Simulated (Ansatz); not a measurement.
Si$_{3}$N$_{4}$:
```cif
data_N16Si12
_chemical_formula_sum 'N16 Si12'
_space_group_name_H-M_alt 'I-43d'
_space_group_IT_number 220
_space_group_name_Hall 'I -4bd 2c 3'
_cell_length_a 6.44261
_cell_length_b 6.44261
_cell_length_c 6.44261
_cell_angle_alpha 90.000
_cell_angle_beta 90.000
_cell_angle_gamma 90.000
loop_
_atom_site_label
_atom_site_type_symbol
_atom_site_symmetry_multiplicity
_atom_site_Wyckoff_symbol
_atom_site_fract_x
_atom_site_fract_y
_atom_site_fract_z
_atom_site_occupancy
N1 N 16 c 0.03124 0.03124 0.03124 1
Si1 Si 12 b 0.12500 0.50000 0.25000 1
```
(The calculation used a cell of 14 atoms; values per cell refer to that cell.)

Relaxed with r²SCAN. The program Ansatz at the r²SCAN level (PAW) gives a gap of 4.74 eV.

What gap does HSE06 give on the same cell (Ansatz, PAW)?

5.51 eV, 0.77 eV more. The hybrid was solved on a coarser mesh and at special points; its gap is the smallest among all of these.

```csv
k,v1 r²SCAN,c1 r²SCAN,v1 HSE06,c1 HSE06
Γ,-0.08,5.28,?,?
H,-1.25,6.12,-1.32,6.93
P,-0.56,6.48,?,?
N,-0.02,5.65,?,?
```

Top valence (v1) and lowest conduction level (c1) in eV from each method's valence maximum (which need not be a listed point): supply the withheld HSE06 values.


- Γ, v1 HSE06: -0.09
- Γ, c1 HSE06: 6.07
- P, v1 HSE06: -0.59
- P, c1 HSE06: 7.31
- N, v1 HSE06: -0.02
- N, c1 HSE06: 6.46

Cost on shared cores: the r²SCAN run (SCF on a 6×6×6 mesh, then bands and DOS) around 2.7 core-minutes (rough), the HSE06 run (SCF on 4×4×4, then a few points) around 4 core-minutes (rough); the tasks are unlike.

The workflow started from an entry of the Crystallography Open Database (COD), which files this formula under 4 space groups. It is not the phase usual at ambient conditions (space group No. 176). The cell was relaxed with r²SCAN under the symmetry of its start; its stability against distortions is not shown here.

Potentials: the later of the program's two PAW sets.
